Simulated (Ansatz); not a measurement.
Fields on a plane of SrZrO3 (cubic perovskite)

```
CELL_PARAMETERS angstrom
      4.09575     0.00000     0.00000
      0.00000     4.09575     0.00000
      0.00000     0.00000     4.09575
ATOMIC_POSITIONS crystal
  Sr 0.50000 0.50000 0.50000
  Zr 0.00000 0.00000 0.00000
  O  0.00000 0.50000 0.00000
  O  0.50000 0.00000 0.00000
  O  0.00000 0.00000 0.50000
```

The slice is a {210} plane (indices of the conventional cell) through the point (0.500, 0.000, 0.000) (fractional), spanned by u = [100] and v = [021] in vectors of this cell: u (4.10 Å) and v (9.16 Å, at 90° to u). It covers one period; positions are fractions (u, v).

Atoms on it: Zr at (0.50, 0.00); O at (0.00, 0.00); O at (0.50, 0.50). Other atoms lie within 1 Å of the plane.

Calculation: LDA (plane waves to 420 eV, PAW, scalar-relativistic; Ansatz, a quantum-chemistry and plane-wave program). k mesh 8×8×8. These are valence fields of a PAW run, semicore shells included where kept as valence: close to a nucleus they are smooth pseudo fields. SrZrO3 is run without spin polarisation. SrZrO3 was relaxed with its symmetry unable to fall. This is a high-temperature form of SrZrO3.

```
|@%*+*%%%%*+*%|
|**+==*##*==+*|
|==-:-=++=-:-=|
|::.::-==-::.:|
|....-====-...|
|--::-====-::-|
|+=-::----::-=|
|++=::::::::=+|
|++=:......:=+|
|==-:.::::.:-=|
|-::::-==-::::|
|...:=+**+=:..|
|  .-+#@@#+-. |
|  .-+%@@%+-. |
|  .-+#@@#+-. |
|...:=+**+=:..|
|-::::-==-::::|
|==-:.::::.:-=|
|++=:......:=+|
|++=::::::::=+|
|+=-::----::-=|
|--::-====-::-|
|....-====-...|
|::.::-==-::.:|
|==-:-=++=-:-=|
|**+==*##*==+*|
|@%*+*%%%%*+*%|
|@@#+#%%%%#+#@|
```
Scale: ten equal steps from -1.54 (start of ' ') to 0.88 (end of '@'), in the order ' .:-=+*#%@'. Values: log₁₀ of the valence density in e/Å³. The map has 13 points along u (one character each, u = 0 at the left) and 28 along v (v = 0 in the bottom row). The scale is logarithmic, as a density can span decades between atoms and voids.

```tsv
v \ u	0.00	0.15	0.31	0.46	0.62	0.77	0.92
0.93	x	7.8	<3.0	x	x	4.5	x
0.86	9.4	9.4	7.9	5.2	6.4	8.9	9.5
0.79	<3.0	5.4	9.5	9.9	10.0	7.8	<3.0
0.71	<3.0	<3.0	8.1	10.8	10.0	4.7	<3.0
0.64	<3.0	<3.0	8.4	10.4	9.8	6.0	<3.0
0.57	6.9	8.5	9.9	x	x	9.7	7.4
0.50	9.5	10.6	x	x	x	11.0	9.8
0.43	6.9	8.5	9.9	x	x	9.7	7.4
0.36	<3.0	<3.0	8.4	10.4	9.8	6.0	<3.0
0.29	<3.0	<3.0	8.1	10.8	10.0	4.7	<3.0
0.21	<3.0	5.4	9.5	9.9	10.0	7.8	<3.0
0.14	9.4	9.4	7.9	5.2	6.4	8.9	9.5
0.07	x	7.8	<3.0	x	x	4.5	x
0.00	x	x	x	x	x	<3.0	x
```

Values: electrostatic potential energy of an electron, from the cell's mean, in eV. Points within 0.9 Å of a nucleus are blanked (x), as the pseudised field means little there. Values under 3 eV are set to 3. The zero, the cell's mean, hangs on the PAW cores.
